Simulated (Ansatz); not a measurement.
Ca$_{3}$SnH$_{2}$ (space group Cmcm)

```yaml
crystal:
  lattice:
    - [4.42423, -5.68098, 0.00000]
    - [4.42423, 5.68098, 0.00000]
    - [0.00000, 0.00000, 5.23539]
  atoms:
    - { symbol: Ca, position: [0.89064, 0.10936, 0.25000] }
    - { symbol: Ca, position: [0.10936, 0.89064, 0.75000] }
    - { symbol: Ca, position: [0.40810, 0.18622, 0.25000] }
    - { symbol: Ca, position: [0.59190, 0.81378, 0.75000] }
    - { symbol: Ca, position: [0.18622, 0.40810, 0.75000] }
    - { symbol: Ca, position: [0.81378, 0.59190, 0.25000] }
    - { symbol: Sn, position: [0.69317, 0.30683, 0.75000] }
    - { symbol: Sn, position: [0.30683, 0.69317, 0.25000] }
    - { symbol: H, position: [0.15161, 0.15161, 0.00000] }
    - { symbol: H, position: [0.84839, 0.84839, 0.00000] }
    - { symbol: H, position: [0.84839, 0.84839, 0.50000] }
    - { symbol: H, position: [0.15161, 0.15161, 0.50000] }
```

The slice is a (010) plane (indices of the conventional cell) through the point (0.152, 0.152, 0.000) (fractional), spanned by u = [001] and v = [110] in vectors of this cell: u (5.24 Å) and v (8.85 Å, at 90° to u). It covers one period; positions are fractions (u, v).

All values below come from r2SCAN (plane waves to 500 eV, PAW, scalar-relativistic; Ansatz, a first-principles code). k mesh 4×4×5. These are valence fields of a PAW run, semicore shells included where kept as valence: close to a nucleus they are smooth pseudo fields. Ca3SnH2 was relaxed with its symmetry unable to fall.

Question: Predict the map of the electron localisation function (ELF) on the slice.

Answer: 
```
|999944004499999944004499|
|774400000044774400000044|
|000000000000000000000000|
|773300000033773300000033|
|999944004499999944004499|
|xx9977007799xx9977007799|
|999944004499999944004499|
|885500000055885500000055|
|110000000000110000000000|
|000000000000000000000000|
|110000000000110000000000|
|222233333322222233333322|
|223333443333223333443333|
|222233333322222233333322|
|111100000011111100000011|
|000000000000000000000000|
|000000000000000000000000|
|884400000044884400000044|
|999944004499999944004499|
|xx9977007799xx9977007799|
```
Scale: ten equal steps from 0.03 (start of '0') to 1.00 (end of '9'), in the order '0123456789'. Values: electron localisation function (ELF). The map has 12 points along u (two characters each, u = 0 at the left) and 20 along v (v = 0 in the bottom row). Points within 0.4 Å of a nucleus are blanked (x), as the pseudised field means little there.
